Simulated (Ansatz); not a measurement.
Rb:
```xyz
2
Lattice="5.0643 0.0000 0.0000 -2.5321 4.3858 0.0000 0.0000 0.0000 8.4663" Properties=species:S:1:pos:R:3 pbc="T T T"
Rb     0.0000     2.9239     2.1166
Rb     2.5321     1.4619     6.3497
```

Relaxed with r²SCAN+D4. Special points in fractions of this cell's reciprocal vectors: Γ (0.000, 0.000, 0.000); M (0.500, 0.000, 0.000); K (0.333, 0.333, 0.000); A (0.000, 0.000, 0.500); L (0.500, 0.000, 0.500); H (0.333, 0.333, 0.500).

Question: List the band energies nearest the Fermi level at these points for r²SCAN+D4 (plane waves, PAW; program Ansatz).

Answer: In eV from the Fermi level; about four levels below and three above (degenerate sets whole), none deeper than 8.9 eV; … stands for higher levels left out; points with the same levels are listed once.

```tsv
k	below	above
Γ	-2.08	0.18 0.46 3.79
M	–	0.11 0.26 1.33
K	–	0.71 0.82 0.82
A	-1.41 -1.41	2.39 2.39 …
L	–	0.49 0.49 0.85 0.85
H	–	1.05 1.05 1.25 1.25
```

Space group P6_3/mmc (hcp (Mg type)). The first step of the workflow began from a Materials Project structure, measured or hypothetical; the Crystallography Open Database copy checked does not list it. It is not the phase usual at ambient conditions (space group No. 229). Symmetry was held in the r²SCAN+D4 relaxation; its stability against distortions is not shown here. The pairwise dispersion correction was not fitted to metals. Spin–orbit coupling is left out wherever it is not named.

Potentials: the later of the program's two PAW sets.
